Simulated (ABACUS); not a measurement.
A self-consistent single point of BaTiO₃ (Amm2, 5 atoms in the cell; from Materials Project mp-5777, changed as shown).

```
CELL_PARAMETERS angstrom
      4.06300     0.00000     0.00000
      0.00000     2.86259     2.87534
      0.00000    -2.86259     2.87534
ATOMIC_POSITIONS crystal
  Ba 0.00000 0.00341 0.00341
  Ti 0.50000 0.51850 0.51850
  O  0.50000 0.97843 0.49135
  O  0.50000 0.49135 0.97843
  O  0.00000 0.48820 0.48820
```

Level of theory: LDA (PW92), numerical atomic orbitals TZDP (confined pseudo-atomic orbitals; energy shift 0.003 Ry), PseudoDojo 0.4 standard norm-conserving LDA (tails mended) pseudopotentials run with ABACUS 3.10.1.

ABACUS settings:

```
key                                                                   value
---------------  ----------------------------------------------------------
basis                 TZDP numerical atomic orbitals, energy shift 0.003 Ry
KPT                                                       Gamma 6 6 6 0 0 0
basis_type                                                             lcao
dft_functional                                                        PWLDA
ecutwfc                                                              100 Ry
smearing_method                                                    gaussian
smearing_sigma                                               0.000734986 Ry
potentials       PseudoDojo 0.4 standard norm-conserving LDA (tails mended)
symmetry                                                                  1
symmetry_prec                                                         1e-05
ks_solver                                                           genelpa
scf_nmax                                                                100
scf_thr                                                             1.0e-06
mixing_type                                                           pulay
```

Results:

```
Quantity                                                 Result
------------------------------------------------  -------------
Number of valence electrons                                  40
Number of bands                                              30
Number of k-points after the program's reduction             52
Size of the basis                                           117
Number of SCF iterations                                     12
Free energy E − TS                                -3735.3739 eV
Top of the valence band (on the code's own zero)        9.50 eV
Gap on the k-point mesh                                 2.00 eV
Pressure                                             -10.99 GPa
Largest force (vector length)                        0.127 eV/Å
```

Forces (eV/Å):
```
atom     Fx      Fy      Fz
----  -----  ------  ------
Ba1   0.000   0.000   0.029
Ti2   0.000   0.000   0.127
O3    0.000  -0.058  -0.103
O4    0.000   0.058  -0.103
O5    0.000   0.000   0.049
```

Stress (GPa, positive for compression):
```
-13.27    0.00    0.00
  0.00   -9.89    0.00
  0.00    0.00   -9.82
```

Gaps are taken between levels on the mesh.

For comparison: a first run was changed to give this one (lattice vector a scaled by 1.02), and from it to this one the free energy rises by 17.7 meV/atom, the pressure goes from -8.14 to -10.99 GPa and the gap on the mesh goes from 2.039 to 1.997 eV.

The atom-centred basis is finite, which shifts total energies, pressures, gaps and forces against plane waves. The structure comes from a collection of computed structures, made at another level of theory; the collection holds predicted forms beside known ones.

Cost on one core: roughly 80 core-seconds.

The atomic orbitals were generated for these runs; they are not ABACUS's published sets and were checked against plane waves on a few crystals only.

“Tails mended”: in these copies of the files the far tail of each local potential was reset to the Coulomb form.
